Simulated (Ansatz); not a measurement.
Total density of states per atom from r²SCAN (plane waves, PAW; program Ansatz), in 0.25 eV bins, energy from the valence-band maximum:

```
E (eV) | states/eV/atom
    -7.85 |  0.00
    -7.60 |  0.00
    -7.35 |  0.00
    -7.10 |  0.00
    -6.85 |  0.00
    -6.60 |  0.00
    -6.35 |  0.00
    -6.10 |  0.00
    -5.85 |  0.00
    -5.60 |  0.00
    -5.35 |  0.00
    -5.10 |  0.00
    -4.85 |  0.00
    -4.60 | ############# 0.52
    -4.35 | ####################### 0.90
    -4.10 | ########################### 1.05
    -3.85 | ############## 0.57
    -3.60 | ################## 0.71
    -3.35 | ########### 0.43
    -3.10 | ############# 0.51
    -2.85 | ################### 0.76
    -2.60 | ############ 0.49
    -2.35 | ###################### 0.86
    -2.10 | ##################### 0.85
    -1.85 | ############# 0.52
    -1.60 | ################### 0.74
    -1.35 | ####################### 0.92
    -1.10 | ###################### 0.86
    -0.85 | ############################## 1.19
    -0.60 | ################### 0.77
    -0.35 | ############# 0.50
    -0.10 | #### 0.15
     0.15 |  0.00
     0.40 |  0.00
     0.65 |  0.00
     0.90 |  0.00
     1.15 |  0.00
     1.40 |  0.00
     1.65 | ################## 0.73
     1.90 | ############################# 1.14
     2.15 | ############### 0.59
     2.40 | #### 0.17
     2.65 | # 0.03
     2.90 |  0.00
     3.15 |  0.00
     3.40 | # 0.04
     3.65 | ############### 0.58
     3.90 | ################# 0.67
     4.15 | ################# 0.68
     4.40 | ######### 0.37
     4.65 | ###### 0.23
     4.90 | ########################### 1.06
     5.15 | ############# 0.52
     5.40 | ##################### 0.85
     5.65 | ######################## 0.96
     5.90 | ####################### 0.89
     6.15 | ####################### 0.89
```

Which of these materials gives this?
(A) TbMg3, Fm-3m (Mg on 4b, Tb on 4a, Mg on 8c)
(B) Mg, hcp (Mg type)
(C) MgTe2, Pa-3 (Mg on 4a, Te on 8c)
(D) Rb2SnHgTe4, I-42m (Rb on 4c, Sn on 2b, Hg on 2a, Te on 8i)

C, MgTe2, Pa-3 (Mg on 4a, Te on 8c). Top 1 eV of the valence band: Te 5p 96 %. Bottom 1 eV of the conduction band: Te 5p 83 %, Te 5s 5 %, outside the projected shells 8 %. Projections are on Löwdin-orthogonalised atomic valence shells; empty p or d shells of many metals are not among them.

The workflow started from a Materials Project entry (that database holds measured and hypothetical structures alike); the Crystallography Open Database files this formula in space group No. 205, but the cells were not matched. Its standing as an ambient phase is unchecked. The cell was relaxed with r²SCAN under the symmetry of its start; its stability against distortions is not shown here. Scalar-relativistic: spin–orbit coupling is off unless named, which matters more the heavier the elements.

Potentials: the later of the program's two PAW sets.
